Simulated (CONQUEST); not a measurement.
Band structure of Ti (Im-3m, 2 atoms in the cell; from COD 9012924, lattice scaled a little).

```
Ti
1.0
    3.28922     0.00000     0.00000
    0.00000     3.28922     0.00000
    0.00000     0.00000     3.28922
Ti
2
Direct
  0.00000   0.00000   0.00000
  0.50000   0.50000   0.50000
```

Method: PBEsol, numerical atomic orbitals double-zeta with polarisation (the shipped basis), PseudoDojo norm-conserving potentials made for PBEsol in CONQUEST 1.3.

Settings: basis = DZP; Diag.MPMeshX, Y, Z = 5 5 5; potentials = PseudoDojo norm-conserving PBEsol; Grid.GridCutoff = 140 Ha; DM.SolutionMethod = diagon; Diag.kT = 0.003675 Ha; Diag.GammaCentred = true; minE.SCTolerance = 1.0e-06; SC.MaxIters = 100; SC.LinearMixingFactor = 0.5; SC.KerkerPreCondition = true; SC.KerkerFactor = 0.5 1/bohr; AtomMove.TypeOfRun = static.

The program uses no crystal symmetry, so grid and mesh can part values that symmetry would make equal. The atom-centred basis is finite, which shifts total energies and pressures against plane waves. No clean gap shows at this smearing width and mesh (spacing up to 0.38 Å⁻¹); the mesh is coarse for partly filled bands, so the values carry mesh errors.

Points are given in units of this cell's reciprocal vectors. Levels in eV from the Fermi level, bands 9 to 14:
```csv
point,9,10,11,12,13,14
Γ (0 0 0),-5.96,-2.08,-2.08,0.94,0.94,0.94
X (0 0.5 0),-2.67,-2.67,0.05,0.05,1.25,1.25
M (0.5 0.5 0),-2.44,-2.44,-0.41,-0.41,1.02,1.02
R (0.5 0.5 0.5),-0.65,-0.65,-0.65,-0.65,-0.65,-0.65
```

4 bands cross the Fermi level along this path, so the cell has no gap at this level.

The Fermi level comes from the SCF mesh, which can miss band crossings, so its place against them is uncertain.

Higher empty bands are left out: an atom-centred basis made for the valence describes them poorly.

The labels belong to the zone of the cell as typed, which is larger than the primitive one, so the bands are folded: a gap that looks direct here can be indirect in the primitive zone.
